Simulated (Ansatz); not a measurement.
Pd:
```
Pd
1.0
    0.00000     1.94975     1.94975
    1.94975     0.00000     1.94975
    1.94975     1.94975     0.00000
Pd
1
Direct
  0.00000   0.00000   0.00000
```

Relaxed with r²SCAN+D4. Special points in fractions of this cell's reciprocal vectors: Γ (0.000, 0.000, 0.000); X (0.500, 0.000, 0.500); U (0.625, 0.250, 0.625); K (0.375, 0.375, 0.750); L (0.500, 0.500, 0.500); W (0.500, 0.250, 0.750).

List the band energies nearest the Fermi level at these points for r²SCAN+D4 in the plane-wave PAW code Ansatz.

In eV from the Fermi level; about four levels below and three above (degenerate sets whole), none deeper than 8.9 eV; … stands for higher levels left out; points with the same levels are listed once.

```json
[
 {"k": "Γ", "below": "-7.06 -2.89 -2.89 -2.89", "above": "…"},
 {"k": "X", "below": "-5.47 -5.20 -0.10", "above": "0.31 0.31 …"},
 {"k": "U", "below": "-4.20 -1.97 -1.01 -0.16", "above": "…"},
 {"k": "L", "below": "-2.96 -2.96 -0.04 -0.04", "above": "…"},
 {"k": "W", "below": "-4.39 -3.42 -3.42 -1.37", "above": "0.31 …"}
]
```

Space group Fm-3m (fcc (Cu type)). The r²SCAN+D4 relaxation kept the symmetry of its start. No spin polarisation was allowed. The pairwise dispersion correction was not fitted to metals. Scalar-relativistic: spin–orbit coupling is off unless named, which matters more the heavier the elements.

Potentials: the earlier of the program's two PAW sets.
